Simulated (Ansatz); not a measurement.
**EuSi2PdAu: Li interstitial**

All numbers are calculated (PBEsol, collinear spin, no spin-orbit coupling; Ansatz, PAW set soft_2, 420 eV, k-mesh 4×4×2 shifted by half a step), not measured.

The relaxed host crystal (no gap at this level of theory):

```cif
data_structure
_symmetry_space_group_name_H-M 'P 1'
_symmetry_Int_Tables_number 1
_cell_length_a 5.8286
_cell_length_b 5.8286
_cell_length_c 5.8286
_cell_angle_alpha 137.480
_cell_angle_beta 137.480
_cell_angle_gamma 61.700
_cell_volume 89.40
loop_
_atom_site_label
_atom_site_type_symbol
_atom_site_fract_x
_atom_site_fract_y
_atom_site_fract_z
_atom_site_occupancy
Au1 Au 0.25000 0.75000 0.50000 1
Eu1 Eu 0.00000 0.00000 0.00000 1
Pd1 Pd 0.75000 0.25000 0.50000 1
Si1 Si 0.61677 0.61677 0.00000 1
Si2 Si 0.38323 0.38323 0.00000 1
```

Supercell of 20 atoms, rows of the matrix [[-1,1,0],[-1,-1,-2],[-1,-1,0]] times the cell vectors; Li interstitial at (0.125, 0.125, 0.875) in fractions of the cell above. Atoms are relaxed at the host's cell, from a start shaken by 0.05 Å near the defect.

Problem. How does the lattice relax around the defect?

Solution. Distances from the added Li (Å), by shell of the perfect crystal:

```csv
shell,perfect crystal,"relaxed, charge 0"
1 Eu,1.91,2.20
1 Au,1.97,2.27
1 Pd,1.97,2.31
1 Si,1.99,2.26
```

```tsv
charge	moment of the cell (μB)	moment on Li (μB)	gap of the cell on the mesh (eV)
0	27.08	0.01	0.00
```

Formation energy of the neutral defect: 1.91 eV, taking atoms from and to the elements' standard states (no corrections for gases), so it belongs to those chemical potentials alone.

Relaxed cell at charge 0:

```
EuSi2PdAu Li_i charge 0
1.0
     4.2269   -4.2269    0.0000
    -4.2269   -4.2269    0.0000
     0.0000    0.0000  -10.0078
Au Eu Pd Si Li
4 4 4 8 1
Direct
  0.2474 0.2551 0.2504
  0.7456 0.2427 0.7524
  0.7299 0.7723 0.2377
  0.2585 0.7556 0.7521
  0.0128 0.4858 0.5427
  0.4987 0.5035 0.9974
  0.5020 0.9997 0.4976
  0.9995 0.0037 0.9975
  0.7449 0.2471 0.2474
  0.2567 0.2450 0.7519
  0.2591 0.7613 0.2462
  0.7494 0.7521 0.7509
  0.0020 0.4997 0.8746
  0.5047 0.5032 0.3824
  0.5022 0.9993 0.8849
  0.9992 0.9971 0.3823
  0.0009 0.9942 0.6166
  0.4889 0.0173 0.1113
  0.5064 0.5007 0.6167
  0.9975 0.5052 0.1004
  0.9814 0.5288 0.3254
```

Caveats: 4f shell without a U, which puts 4f levels too near the Fermi level; open f or d shells may hold a state above the lowest; small supercell, so energies and levels can be off by tenths of an eV; one random start near the defect, so other minima are possible.
